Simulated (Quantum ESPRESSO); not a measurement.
```
CELL_PARAMETERS angstrom
      1.99287     1.15059     7.37898
     -1.99287     1.15059     7.37898
      0.00000    -2.30117     7.37898
ATOMIC_POSITIONS crystal
  S  0.76831 0.76831 0.76831
  S  0.23169 0.23169 0.23169
  K  0.00000 0.00000 0.00000
  Lu 0.50000 0.50000 0.50000
```

The PBEsol cell relaxed from Materials Project entry mp-1007636 was given an isotropic strain of +2 % on all lattice vectors, and the atoms were relaxed again.

What does PBEsol (Quantum ESPRESSO, PseudoDojo norm-conserving, 100 Ry, scalar-relativistic) give for the electronic structure near the Fermi level?

The PBEsol gap is indirect, 2.28 eV, from Γ to F; the smallest direct gap is 3.10 eV. The 4f states are in the valence at their DFT position.
